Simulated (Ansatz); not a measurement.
## CsMgPH12O10: ¹⁷O NMR of the central transition

Cell: a refined structure from the COD whose atoms were relaxed with PBE, the cell held.

Space group F-43m (No. 216); a = 10.0308 Å.

| site | Wyckoff | site symmetry | x | y | z |
| --- | --- | --- | --- | --- | --- |
| Cs | 4c | -43m | 0.7500 | 0.2500 | 0.7500 |
| Mg | 4a | -43m | 0.0000 | 0.0000 | 0.0000 |
| H | 48h | ..m | 0.2632 | 0.4416 | 0.5584 |
| P | 4d | -43m | 0.2500 | 0.7500 | 0.2500 |
| O16 | 24f | 2.mm | 0.2072 | 0.5000 | 0.5000 |
| O22 | 16e | .3m | 0.3398 | 0.6602 | 0.3398 |

One atom of each set is listed; the run and its k-mesh use a cell of 25 atoms with edges of 7.09, 7.09, 7.09 Å.

Computed with Ansatz: DFT, PBE, plane waves and PAW, scalar-relativistic, 420 eV cutoff, Γ-centred 4×4×4 k-points, Fermi–Dirac smearing 0.02 eV.

¹⁷O has I = 5/2 and Q = -25.58 mb (Pyykkö 2018); at 16.4 T its Larmor frequency is ν₀ = 94.7 MHz. Only the quadrupole interaction is simulated: positions count from each site's isotropic chemical shift, and J coupling is left out, as are shift anisotropy and dipolar coupling, which fast spinning averages.

Question: Give C_Q, η, the quadrupolar product P_Q = |C_Q|(1 + η²/3)^½, the second-order isotropic shift and the breadth of the pattern (fast magic-angle spinning) for each O site.

Answer: 

| site | first shell | C_Q (MHz) | η | P_Q (MHz) | δ_QIS (ppm) | breadth (kHz) |
| --- | --- | --- | --- | --- | --- | --- |
| O16 | 2 H at 1.00 Å, 1 Mg at 2.08 Å | 7.61 | 0.80 | 8.38 | -47.0 | 10.1 |
| O22 | 1 P at 1.56 Å; also 3 H at 1.64 Å | -5.41 | 0.00 | 5.41 | -19.6 | 3.98 |

δ_QIS = −(ν_Q²/30ν₀²)[I(I+1) − 3/4](1 + η²/3) × 10⁶ ppm with ν_Q = 3|C_Q|/[2I(2I−1)]; it falls as 1/B₀² in ppm, and the breadth as 1/B₀ in kHz.

An axis of threefold or higher order runs through O22, so V_zz lies along it and η is zero.
